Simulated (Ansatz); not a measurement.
**Structure relaxation, PtSe2**

The start is a relaxed PtSe2 cell, doubled along one cell vector, shaken by Gaussian noise of σ = 0.08 Å a coordinate. The cell and all atomic positions are relaxed at zero pressure with PBEsol (plane waves to 420 eV, PAW, scalar-relativistic; Ansatz, a quantum-chemistry and plane-wave program). The first steps use a coarse 3×6×7 k-mesh.

The start:
```
PtSe2
1.0
    8.25681     0.00000     0.00000
    0.00000     4.12840     0.00000
    0.00000     0.00000     3.46844
Pt Se
2 4
Direct
  0.00643   0.98232   0.47724
  0.51924   0.98901   0.50889
  0.97202   0.53007   0.98503
  0.51328   0.50980   0.03476
  0.24828   0.04734   0.98316
  0.75894   0.96174   0.95766
```

**Question.** How large is the pressure on the unrelaxed cell, and of which sign?

**Answer.** +2 GPa (positive: the cell is compressed).

**Question.** What is the largest force in the starting geometry, and on which atom (counted from 1)?

**Answer.** About 1.2 eV/Å, on Se3 (atoms numbered as listed).

**Question.** Is the parent structure recovered?

**Answer.** It does not go back: it reaches P2/c (No. 13), 0.10 eV/atom below the parent.

**Question.** Write out the relaxed structure.

**Answer.** 
```cif
data_Pt2Se4
_chemical_formula_sum 'Pt2 Se4'
_space_group_name_H-M_alt 'P2/c'
_space_group_IT_number 13
_space_group_name_Hall '-P 2yc'
_cell_length_a 3.87670
_cell_length_b 3.65159
_cell_length_c 8.98383
_cell_angle_alpha 90.000
_cell_angle_beta 105.649
_cell_angle_gamma 90.000
loop_
_space_group_symop_operation_xyz
  'x, y, z'
  '-x, -y, -z'
  '-x, y, -z+1/2'
  'x, -y, z+1/2'
loop_
_atom_site_label
_atom_site_type_symbol
_atom_site_symmetry_multiplicity
_atom_site_Wyckoff_symbol
_atom_site_fract_x
_atom_site_fract_y
_atom_site_fract_z
_atom_site_occupancy
Pt1 Pt 2 b 0.50000 0.50000 0.50000 1
Se1 Se 2 a 0.00000 0.00000 0.00000 1
Se2 Se 2 f 0.50000 0.21717 0.75000 1
```

Final values are on a 13×13×6 k-mesh of the relaxed cell. No spin polarisation in the result.

The relaxed structure here is a generated cell of PtSe2: the first start was made by a random draw of sites in a space group, and the end was not matched to a known phase here, so it may be hypothetical. Known forms of PtSe2 include space group No. 164.
